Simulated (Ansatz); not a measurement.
ZrO2 (fluorite), conventional cell a = 5.116 Å, b = 5.116 Å, c = 5.116 Å, α = 90.00°, β = 90.00°, γ = 90.00°. The calculation uses the primitive cell of 3 atoms, to which meshes and values per cell refer.

The volume is varied about the relaxed value V₀ at fixed cell shape. Symmetry pins the atoms to their sites.

All values below come from PBE (plane waves to 420 eV, PAW, scalar-relativistic; Ansatz, a quantum-chemistry and plane-wave program). k mesh 11×11×11 (Γ-centred), Fermi-Dirac smearing 0.05 eV. The energy includes the smearing's −TS. This is a high-temperature form of ZrO2. ZrO2 is run without spin polarisation. ZrO2 was relaxed with its symmetry unable to fall. ΔE is measured from the relaxed starting cell.

```
V (Å³/atom)  ΔE (meV/atom)
-----------  -------------
9.373                284.5
9.670                187.3
9.968                113.9
10.265                60.8
10.563                25.7
10.860                 6.1
11.158                 0.0
11.455                 5.6
11.753                21.4
12.050                46.0
12.348                78.4
12.645               117.5
12.943               162.4
```

Problem. What is the fitted pressure derivative B₀′?

Solution. 4.2.

Problem. What bulk modulus B₀ follows from a third-order Birch-Murnaghan fit?

Solution. 236 GPa. Check by three points about V = 11.158 Å³/atom, step 0.298: d²E/dV² ≈ (6.1 − 2·0.0 + 5.6) meV / 0.298² = 0.132 eV/Å⁶, and V·d²E/dV² × 160.2 = 236 GPa.

(Under strain, the slope of the energy per volume gives the stress and its curvature an elastic modulus.)
